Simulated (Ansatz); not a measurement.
## Two-dimensional strain map in HgTe

Computed with DFT PBEsol, scalar-relativistic, plane waves, PAW in Ansatz 0.2.0. The runs took a 420 eV cutoff, a Γ-centred 14×14×14 mesh and Gaussian smearing (0.15 eV). Spin–orbit coupling is left out, which can shift energies with elements as heavy as these. No spin polarisation. Energies are free energies at this smearing, counted from the undisturbed cell; pressure is positive in compression.

Reference structure (as given, not relaxed at this level; it stands at 1.3 GPa):

```
Hg Te
1.0
     0.00000    3.22350    3.22350
     3.22350    0.00000    3.22350
     3.22350    3.22350    0.00000
Hg Te
1 1
Cartesian
  0.0000 0.0000 0.0000
  4.8353 4.8353 4.8353
```

The cell is strained by p along both x and y and by q along z, fractional coordinates fixed. Points are written (p, q).

Energy above the undisturbed cell in meV/atom (a dash: not computed):

```
 p \ q  -0.030  -0.015  0.000  0.015  0.030
-0.030       ?    52.0   37.1   25.5   17.3
-0.015    36.2       –   13.2      –    2.4
 0.000       ?     5.5    0.0   -2.7   -2.9
 0.015     2.2       –   -3.6      –    0.4
 0.030    -0.1       ?    1.2      ?   11.3
```

(1) Fill in the withheld energies.

Answers

(1) (-0.030, -0.030): 70.5; (0.000, -0.030): 13.9; (0.030, -0.015): -0.6; (0.030, 0.015): 5.2.